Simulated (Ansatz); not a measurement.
ZrS2 (CdI2 type, P-3m1) under volume change, DFT-LDA in the program Ansatz with PAW potentials, shape and atoms relaxed at each volume.

```tsv
V (Å³/atom)	E − E(relaxed) (meV/atom)	P (GPa)
19.198	25.8	5.06
19.831	10.3	2.90
20.464	2.3	1.24
21.096	0.0	0.00
21.729	1.8	-0.83
22.362	6.1	-1.28
22.995	11.9	-1.55
```

What does a third-order Birch–Murnaghan fit give for V₀, B₀ and B′?

V₀ = 21.11 Å³/atom, B₀ = 32.2 GPa, B′ = 11.7.

The cell was relaxed with LDA under the symmetry of its start. The run is not spin-polarised. A crystal of weakly bound layers computed without a dispersion correction: the cell and the soft elastic constants depend strongly on that.

Potentials: the later of the program's two PAW sets.
